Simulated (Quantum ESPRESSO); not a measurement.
# Al3MgAs3S: convergence and cost over cutoff and k mesh

Simulated, not a measurement. The program is pw.x of Quantum ESPRESSO 7.5 (plane-wave density functional theory). The cell is made up: 8 atoms on a zincblende/diamond lattice, with randomly drawn elements, strain and displacements, not relaxed. PseudoDojo standard norm-conserving files (v0.5 for PBE, v0.4.1 for LDA and PBEsol) set the functional; there is no spin polarisation, spin-orbit coupling or dispersion term, and the masses in the input are unused placeholders.

Input of the run in row 4:

```
&control calculation='scf', pseudo_dir='./dojo.nc.sr.pbe.v0_5.standard.upf', outdir='./o', disk_io='low', tprnfor=.true., tstress=.true. /
&system ibrav=0, nat=8, ntyp=4, nbnd=41, ecutwfc=84.00895049, nosym=.true., tot_charge=0,
 occupations='smearing', smearing='fd', degauss=0.0018374661
/
&electrons conv_thr=7.350e-09, electron_maxstep=60, /
ATOMIC_SPECIES
Al 1.0 Al.upf
As 1.0 As.upf
Mg 1.0 Mg.upf
S 1.0 S.upf
CELL_PARAMETERS angstrom
5.593 -0.0567 0.0438
-0.0567 5.5856 -0.0585
0.0438 -0.0585 5.6591
ATOMIC_POSITIONS angstrom
Al 0.1333 -0.0435 0.1065
Mg 0.1031 2.8409 2.9323
Al 2.6638 -0.0022 2.9607
Al 2.729 2.8816 0.0315
As 1.4119 1.4272 1.4193
S 1.3339 4.1205 4.3143
As 4.2549 1.3312 4.3763
As 4.0573 4.0827 1.3564
K_POINTS automatic
4 4 4 1 1 1
```

The same cell was run at these settings. Meshes are shifted by half a step, and differences are from the last row, which is itself not exact.

```
cutoff (eV)     k mesh  k points solved  threshold (eV)  free energy less the last row's (eV)  pressure (GPa)  largest stress difference (GPa)  largest force difference (eV/Å)  iterations  wall time (s)  k-point pools              processor
        800  2 x 2 x 2                4           1e-04                                 8.234          -58.07                            63.29                            0.080           7             10              4  AMD EPYC, Zen 5 class
       1143  2 x 2 x 2                4           1e-07                                 0.338            5.46                             0.38                            0.063           9             18              4  AMD EPYC, Zen 5 class
        799  4 x 4 x 4               32           1e-07                                 8.030          -59.18                            64.35                            0.019          10             35              4  AMD EPYC, Zen 5 class
       1143  4 x 4 x 4               32           1e-07                                 0.007            5.11                             0.00                            0.004           9             63              4  AMD EPYC, Zen 5 class
       1437  6 x 6 x 6              108           1e-07                                 0.000            5.10                             0.00                            0.000           9            206              4  AMD EPYC, Zen 5 class
```

Each pool is one process. Wall times include start-up and a band step at six k points, which weighs most on the coarsest meshes. The runs were on shared virtual cores whose load varied, so times are rough.